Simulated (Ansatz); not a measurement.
# Kick test of a cell of AlIn2Sb3

The cell was found from a structure generator's guess, not taken from experiment.

All numbers below come from DFT PBE, scalar-relativistic, plane waves, PAW (Ansatz 0.2.0). Cutoff 420 eV; k points 12×12×4 on the computed 6-atom cell (Γ-centred); Gaussian smearing, width 0.10 eV; no spin polarisation.

The cell below (6 atoms, space group P3m1 (No. 156)) is relaxed within its symmetry.

```
Al In Sb
1.0
     4.59166    0.00000    0.00000
    -2.29583    3.97649    0.00000
     0.00000    0.00000   11.26543
Al In Sb
1 2 3
Direct
  0.33333 0.66667 0.66704
  0.00000 0.00000 0.99411
  0.66667 0.33333 0.33790
  0.00000 0.00000 0.73884
  0.33333 0.66667 0.42797
  0.66667 0.33333 0.08414
```

For the test a repeat of it with 12 atoms (edges 4.59, 7.95, 11.27 Å) was strained at random (σ = 1.5 % a component), the atoms were moved at random (σ = 0.10 Å), and all was relaxed again on a coarse 6×4×2 mesh (in the run’s order of axes) with 0.20 eV smearing, with no symmetry imposed.

These runs have no spin–orbit coupling, which can matter for Sb.

Problem. What happens?

Solution. It returns, within 1 meV/atom of the unmoved cell on that mesh and with the same symmetry when read at 0.1 Å (Pc at 0.01 Å, so small strains and shifts remain). So it is stable against the distortions that fit this cell and that this random move excites. Modes that don't fit the cell aren't tested.
